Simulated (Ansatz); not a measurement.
Relaxed AlRu (CsCl type):

```
AlRu
1.0
    2.97635     0.00000     0.00000
    0.00000     2.97635     0.00000
    0.00000     0.00000     2.97635
Al Ru
1 1
Cartesian
  0.00000   0.00000   0.00000
  1.48818   1.48818   1.48818
```

Computed with PBEsol (plane waves to 420 eV, PAW, scalar-relativistic; Ansatz, a first-principles code). k mesh 13×13×13 (Γ-centred), Fermi-Dirac smearing 0.05 eV. With partly filled bands, energies and forces of such displacements shift with the k mesh and the smearing. AlRu is run without spin polarisation. AlRu was relaxed with its symmetry unable to fall.

One atom of the cell was then moved (with its periodic images), all else fixed, and the forces (eV/Å) came out as:

```tsv
atom	Fx	Fy	Fz
Al1	0.000	0.000	-1.238
Ru2	0.000	0.000	1.238
```

With two atoms only their relative shift counts; take Ru2 as fixed.

**Question.** Which atom was moved, and by which vector (Å)?

**Answer.** Al1, by (0.00, 0.00, 0.15), 0.15 Å in all.

(For displaced atoms, the force is minus the slope of the energy, and its curvature is a force constant, which sets phonon frequencies.)
